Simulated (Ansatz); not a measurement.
Total density of states per atom from r²SCAN (plane waves, PAW; program Ansatz), in 0.25 eV bins, energy from the Fermi level:

```tsv
E (eV)	states/eV/atom
-7.85	0.32
-7.60	0.33
-7.35	0.29
-7.10	0.23
-6.85	0.22
-6.60	0.33
-6.35	0.43
-6.10	0.37
-5.85	0.40
-5.60	0.49
-5.35	0.41
-5.10	0.39
-4.85	0.53
-4.60	0.49
-4.35	0.64
-4.10	0.61
-3.85	0.76
-3.60	0.89
-3.35	0.51
-3.10	0.38
-2.85	0.28
-2.60	0.21
-2.35	0.18
-2.10	0.14
-1.85	0.14
-1.60	0.31
-1.35	0.46
-1.10	0.55
-0.85	0.60
-0.60	0.67
-0.35	0.48
-0.10	0.36
0.15	0.27
0.40	0.20
0.65	0.22
0.90	0.14
1.15	0.22
1.40	0.23
1.65	0.31
1.90	0.34
2.15	0.38
2.40	0.52
2.65	0.62
2.90	0.62
3.15	0.53
3.40	0.63
3.65	0.73
3.90	0.61
4.15	0.45
4.40	0.35
4.65	0.41
```

### Question
Pick the material that matches.
(A) W, fcc (Cu type)
(B) AlB2W2, Cmmm (Al on 2a, W on 4j, B on 4i)
(C) Zr2SiB2, P-6m2 (Zr on 2h, Si on 1a, B on 1b, B on 1f)
(D) WC, rock salt

### Answer
B, AlB2W2, Cmmm (Al on 2a, W on 4j, B on 4i). Within 0.5 eV of the Fermi level: W 5d 78 %, B 2p 10 %. Projections are on Löwdin-orthogonalised atomic valence shells; empty p or d shells of many metals are not among them.

The start of the workflow was typed in or built on a structure type; neither database checked (COD, Materials Project) lists it. Whether it is the stable phase at ambient conditions was not checked. The cell was relaxed with r²SCAN under the symmetry of its start; its stability against distortions is not shown here. The run is not spin-polarised. Scalar-relativistic: spin–orbit coupling is off unless named, which matters more the heavier the elements.

Potentials: the earlier of the program's two PAW sets.
